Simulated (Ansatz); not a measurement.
Sr₂MoO₄ in space group I4/mmm (No. 139; Sr on 4e, Mo on 2a, O on 4c, O on 4e) at seven volumes, PBEsol in the plane-wave PAW code Ansatz, shape and atoms relaxed at each. One row is withheld.

| V (Å³/atom) | P (GPa) |
|---|---|
| 12.508 | 17.68 |
| 12.921 | 10.78 |
| 13.333 | ? |
| 13.745 | 0.01 |
| 14.158 | -4.14 |
| 14.570 | -7.62 |
| 14.983 | -10.49 |

Q: Fit the shown pressures and predict the withheld one.

A: Third-order Birch–Murnaghan: P = (3/2)B₀(x^(7/2) − x^(5/2))[1 + (3/4)(B′ − 4)(x − 1)] with x = (V₀/V)^(2/3). Least squares on the six rows gives V₀ = 13.746 Å³/atom, B₀ = 149.8 GPa, B′ = 4.76. At V = 13.333, x = 1.0205 and P = 4.91 GPa. The run itself gave 4.94 GPa.

The first step of the workflow began from a Materials Project structure, measured or hypothetical; the Crystallography Open Database copy checked does not list it. Whether it is the stable phase at ambient conditions was not checked. Symmetry was held in the PBEsol relaxation; its stability against distortions is not shown here. No spin polarisation was allowed. No Hubbard U is applied.

Potentials: the later of the program's two PAW sets.
